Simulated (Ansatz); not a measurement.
Hf3N2:
```cif
data_Hf3N2
_chemical_formula_sum 'Hf3 N2'
_space_group_name_H-M_alt 'P 1'
_space_group_IT_number 1
_cell_length_a 7.98848
_cell_length_b 7.98848
_cell_length_c 7.98848
_cell_angle_alpha 23.178
_cell_angle_beta 23.178
_cell_angle_gamma 23.178
loop_
_space_group_symop_operation_xyz
  'x, y, z'
loop_
_atom_site_label
_atom_site_type_symbol
_atom_site_fract_x
_atom_site_fract_y
_atom_site_fract_z
_atom_site_occupancy
Hf1 Hf 0.77962 0.77962 0.77962 1
Hf2 Hf 0.22038 0.22038 0.22038 1
Hf3 Hf 0.00000 0.00000 0.00000 1
N1 N 0.61207 0.61207 0.61207 1
N2 N 0.38793 0.38793 0.38793 1
```

Relaxed with r²SCAN.

Question: Which orbitals make up the states near the Fermi level in r²SCAN (plane waves, PAW; program Ansatz)?

Answer: Within 0.5 eV of the Fermi level: Hf 5d 80 %, N 2p 11 %. Projections are on Löwdin-orthogonalised atomic valence shells; empty p or d shells of many metals are not among them.

Question: Tabulate the density of states.

Answer: States/eV per cell of 5 atoms, in 0.25 eV bins, energy from the Fermi level.

```csv
E (eV),total,Hf 5d,N 2p,Hf 6s
-7.85,1.23,0.41,0.61,0.15
-7.60,1.45,0.46,0.75,0.17
-7.35,1.89,0.56,1.01,0.22
-7.10,2.44,0.68,1.35,0.29
-6.85,0.78,0.20,0.44,0.10
-6.60,2.05,0.46,1.16,0.34
-6.35,5.24,1.29,3.23,0.48
-6.10,1.86,0.47,1.13,0.17
-5.85,3.03,0.86,1.89,0.16
-5.60,7.58,2.29,4.99,0.09
-5.35,4.99,1.42,3.34,0.04
-5.10,3.93,1.04,2.59,0.10
-4.85,3.70,0.98,2.51,0.05
-4.60,3.74,0.92,2.58,0.07
-4.35,2.50,0.52,1.86,0.01
-4.10,0.86,0.19,0.64,0.01
-3.85,0.42,0.08,0.32,0.00
-3.60,0.00,0.00,0.00,0.00
-3.35,0.00,0.00,0.00,0.00
-3.10,0.04,0.00,0.01,0.02
-2.85,0.55,0.30,0.07,0.14
-2.60,1.98,1.09,0.25,0.52
-2.35,2.16,1.25,0.27,0.52
-2.10,1.35,0.93,0.11,0.25
-1.85,1.07,0.81,0.07,0.15
-1.60,1.82,1.41,0.13,0.20
-1.35,2.60,2.04,0.21,0.22
-1.10,3.06,2.54,0.19,0.15
-0.85,3.01,2.60,0.17,0.10
-0.60,3.17,2.48,0.34,0.13
-0.35,1.96,1.52,0.20,0.09
-0.10,1.31,1.07,0.13,0.05
0.15,1.21,0.99,0.14,0.03
0.40,1.32,1.09,0.15,0.03
0.65,1.54,1.29,0.17,0.02
0.90,1.66,1.40,0.19,0.02
1.15,1.73,1.44,0.21,0.02
1.40,1.92,1.61,0.22,0.03
1.65,1.78,1.48,0.21,0.03
1.90,2.44,1.99,0.31,0.04
2.15,2.30,1.89,0.27,0.04
2.40,3.02,2.56,0.30,0.04
2.65,3.52,2.98,0.32,0.07
2.90,3.52,2.92,0.34,0.08
3.15,4.32,3.49,0.48,0.12
3.40,4.07,3.30,0.46,0.12
3.65,3.53,2.93,0.34,0.10
3.90,3.32,2.73,0.29,0.13
```

Space group R-3m. The workflow started from a Materials Project entry (that database holds measured and hypothetical structures alike); the Crystallography Open Database copy checked does not list it. Its standing as an ambient phase is unchecked. The r²SCAN relaxation kept the symmetry of its start; its stability against distortions is not shown here. No spin polarisation was allowed. Spin–orbit coupling is left out wherever it is not named.

Potentials: the earlier of the program's two PAW sets.
